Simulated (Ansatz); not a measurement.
## Compressing PbF₂: a fit and a missing row

PbF₂, Fm-3m, a = 5.962 Å. The structure is a COD entry; whether it is the stable form wasn't checked. Ansatz: PBE+D3(BJ), PAW, 420 eV, Γ-centred 8×8×8 mesh on 3 atoms, Gaussian smearing 0.02 eV; no spin polarisation. Symmetry fixes shape and atoms, so the cell is only scaled; pressure is positive in compression.

| V (Å³/atom) | P (GPa) |
| --- | --- |
| 15.543 | ? |
| 16.073 | 8.29 |
| 16.603 | 5.03 |
| 17.133 | 2.30 |
| 17.663 | 0.01 |
| 18.193 | -1.92 |
| 18.723 | -3.45 |
| 19.429 | -3.42 |

Task: Take V0 = 17.663 Å³/atom, count pressures from its P0 = 0.01 GPa, fit the third-order Birch–Murnaghan form to the other rows, and predict the missing pressure.

Result: With the Eulerian strain f = ½[(V0/V)^(2/3) − 1] and y = (P − P0)/[3f(1 + 2f)^(5/2)], the form is the line y = B0 + 1.5 B0 (B0′ − 4) f. Rows (f, y): 0.03245, 72.7; 0.02106, 71.7; 0.01026, 70.7; -0.00976, 69.2; -0.01905, 66.7; -0.03078, 43.5. Means f = 0.0006967, y = 65.750; Σ(Δf)² = 0.003004, ΣΔfΔy = 1.035; the slope is their ratio. y = 65.51 + 344.4 f GPa, so B0 = 65.5 GPa and B0′ = 4 + 2 × (344.4)/(3 × 65.51) = 7.50. At V = 15.543, f = 0.04449, y = 80.83 and P = 13.36 GPa. The run gave 12.16 GPa, so the fit is 1.20 GPa too high, 7.7 % of the span of the series, against an rms of 0.45 GPa on the fitted rows. The row lies outside the fitted range. A fourth-order term fitted to the same rows gives P = 10.10 GPa at this row's volume (the line 13.36, the run 12.16), no gain.

In 3 of the 8 runs an atom lies near a switch of its D3 coefficient C6 between reference coordination numbers, so the dispersion energy changes steeply there and can bend the curve. Spin–orbit coupling is left out, which can shift energies with elements as heavy as these.

Cost: 8 runs of about 0.38 core-minutes in all, on Intel Xeon (Skylake/Cascade Lake) (shared hosts).